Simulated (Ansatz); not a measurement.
## FeO: a fit and a missing row

FeO, Fm-3m, a = 4.246 Å. Ansatz: PBEsol, PAW, 420 eV, Γ-centred 18×18×18 mesh on 2 atoms, Gaussian smearing 0.10 eV; collinear spin, largest moment 3.4 μB. Shape and atoms are relaxed at each volume; pressure is positive in compression.

```tsv
V (Å³/atom)	P (GPa)
8.992	14.18
9.279	6.79
9.566	0.01
9.853	-5.78
10.140	?
```

Task: Take V0 = 9.566 Å³/atom, count pressures from its P0 = 0.01 GPa, fit the third-order Birch–Murnaghan form to the other rows, and predict the missing pressure.

Result: With the Eulerian strain f = ½[(V0/V)^(2/3) − 1] and y = (P − P0)/[3f(1 + 2f)^(5/2)], the form is the line y = B0 + 1.5 B0 (B0′ − 4) f. Rows (f, y): 0.02106, 202.3; 0.01026, 209.4; -0.00976, 207.7. Means f = 0.007187, y = 206.47; Σ(Δf)² = 0.0004891, ΣΔfΔy = -0.06969; the slope is their ratio. y = 207.5 − 142.5 f GPa, so B0 = 207.5 GPa and B0′ = 4 + 2 × (-142.5)/(3 × 207.5) = 3.54. At V = 10.140, f = -0.01905, y = 210.21 and P = -10.89 GPa. The run gave -10.67 GPa, so the fit is 0.22 GPa too low, within twice the rms miss on the fitted rows (0.11 GPa). The form still works here, 33 % of the fitted range beyond its end.

The cell holds one magnetic atom, so it can only be ferromagnetic; an antiferromagnetic order may lie lower.